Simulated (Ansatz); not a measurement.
Relaxed Si (diamond):

```xyz
2
Lattice="0.0000 2.7349 2.7349 2.7349 0.0000 2.7349 2.7349 2.7349 0.0000" Properties=species:S:1:pos:R:3 pbc="T T T"
Si     2.7349     2.7349     2.7349
Si     4.1024     4.1024     4.1024
```

In each cell atom 2 (Si, nearest neighbour Si at 2.369 Å; its periodic images, 3.9 Å or more away, move with it) moves by s·(1.000, 0.000, 0.000) (along Cartesian x), the rest being held.

Level of theory: PBE (plane waves to 420 eV, PAW, scalar-relativistic; Ansatz, a first-principles code). k mesh 8×8×8 (Γ-centred), Fermi-Dirac smearing 0.05 eV. Stress and pressure are positive under compression. As the smearing reaches across the gap at some points, energies and forces of such displacements shift with the k mesh and the smearing. Si was relaxed with its symmetry unable to fall. The PAW data are Ansatz's earlier set. 

```json
[
 {"s (Å)": "-0.710", "P (GPa)": "…"},
 {"s (Å)": "-0.568", "P (GPa)": "9.2"},
 {"s (Å)": "-0.426", "P (GPa)": "…"},
 {"s (Å)": "-0.284", "P (GPa)": "2.5"},
 {"s (Å)": "-0.142", "P (GPa)": "0.6"},
 {"s (Å)": "0.000", "P (GPa)": "0.0"},
 {"s (Å)": "0.142", "P (GPa)": "0.6"},
 {"s (Å)": "0.284", "P (GPa)": "2.5"},
 {"s (Å)": "0.426", "P (GPa)": "…"},
 {"s (Å)": "0.568", "P (GPa)": "9.2"},
 {"s (Å)": "0.710", "P (GPa)": "…"}
]
```

Task: Complete the blanks.

Result: 
- -0.710, P (GPa): 13.5
- -0.426, P (GPa): 5.5
- 0.426, P (GPa): 5.5
- 0.710, P (GPa): 13.5

(For displaced atoms, the force is minus the slope of the energy, and its curvature is a force constant, which sets phonon frequencies.)
